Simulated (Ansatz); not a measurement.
Relaxed HgTe (zinc blende):

```xyz
2
Lattice="0.0000 3.2549 3.2549 3.2549 0.0000 3.2549 3.2549 3.2549 0.0000" Properties=species:S:1:pos:R:3 pbc="T T T"
Te     4.8823     4.8823     4.8823
Hg     0.0000     0.0000     0.0000
```

In this cell atom 1 (Te, nearest neighbour Hg at 2.819 Å; its periodic images, 4.6 Å or more away, move with it) is moved by u·(1.000, 0.000, 0.000) + v·(0.000, 1.000, 0.000); the rest is frozen.

Method: PBEsol (plane waves to 420 eV, PAW, scalar-relativistic; Ansatz, a first-principles code). k mesh 7×7×7 (Γ-centred), Fermi-Dirac smearing 0.05 eV. Energies are smeared free energies. Points where atoms come too close for the PAW data are left out (x in tables, blank in figures). With partly filled bands, energies and forces of such displacements shift with the k mesh and the smearing. At this level the bands of HgTe touch or barely overlap. HgTe was relaxed with its symmetry unable to fall. Spin-orbit coupling is left out, though Hg and Te are heavy. The last digit holds for this mesh only.

Changes of ΔE (eV/cell) from the point u = 0.000 Å, v = 0.000 Å when one coordinate moves alone (two changes are said to add if the coupling is within 5 % of the smaller one, nearly so within 20 %):

| point | change |
|---|---|
| u = 0.000 Å, v = -0.930 Å | 1.3919 |
| u = 0.000 Å, v = -0.465 Å | 0.3531 |
| u = -0.930 Å, v = 0.000 Å | 1.3919 |
| u = -0.465 Å, v = 0.000 Å | 0.3531 |
| u = 0.465 Å, v = 0.000 Å | 0.3531 |
| u = 0.930 Å, v = 0.000 Å | 1.3919 |
| u = 0.000 Å, v = 0.465 Å | 0.3531 |
| u = 0.000 Å, v = 0.930 Å | 1.3919 |

Do the two effects add at u = 0.465 Å, v = 0.465 Å? Give the computed change.

The sum of the single changes is 0.3531 + (0.3531) = 0.7062; the calculation gives 1.0956, so the coupling contributes 0.3894 (over 20 % of the smaller single change, not additive).

Do the two effects add at u = 0.930 Å, v = 0.465 Å? Give the computed change.

The sum of the single changes is 1.3919 + (0.3531) = 1.7450; the calculation gives 3.0478, so the coupling contributes 1.3028 (over 20 % of the smaller single change, not additive).

(A displaced cell: forces are minus the slopes of the energy, force constants its curvatures, and phonons follow from these.)
